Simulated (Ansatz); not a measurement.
Ti$_{3}$Sn in space group Cmcm (No. 63; Ti on 4c, Ti on 8g, Sn on 4c) at seven volumes, PBEsol in the plane-wave PAW code Ansatz, shape and atoms relaxed at each. One row is withheld.

```json
[
 {"V (Å³/atom)": "15.776", "P (GPa)": "14.38"},
 {"V (Å³/atom)": "16.296", "P (GPa)": "?"},
 {"V (Å³/atom)": "16.816", "P (GPa)": "4.09"},
 {"V (Å³/atom)": "17.336", "P (GPa)": "0.00"},
 {"V (Å³/atom)": "17.856", "P (GPa)": "-3.51"},
 {"V (Å³/atom)": "18.376", "P (GPa)": "-6.52"},
 {"V (Å³/atom)": "18.896", "P (GPa)": "-9.09"}
]
```

**Question.** Fit the shown pressures and predict the withheld one.

**Answer.** Third-order Birch–Murnaghan: P = (3/2)B₀(x^(7/2) − x^(5/2))[1 + (3/4)(B′ − 4)(x − 1)] with x = (V₀/V)^(2/3). Least squares on the six rows gives V₀ = 17.336 Å³/atom, B₀ = 125.8 GPa, B′ = 4.07. At V = 16.296, x = 1.0421 and P = 8.83 GPa. The run itself gave 8.85 GPa.

The workflow started from a Materials Project entry (that database holds measured and hypothetical structures alike); the Crystallography Open Database copy checked does not list it. Its standing as an ambient phase is unchecked. Symmetry was held in the PBEsol relaxation; its stability against distortions is not shown here. No spin polarisation was allowed. Scalar-relativistic: spin–orbit coupling is off unless named, which matters more the heavier the elements.

Potentials: the later of the program's two PAW sets.
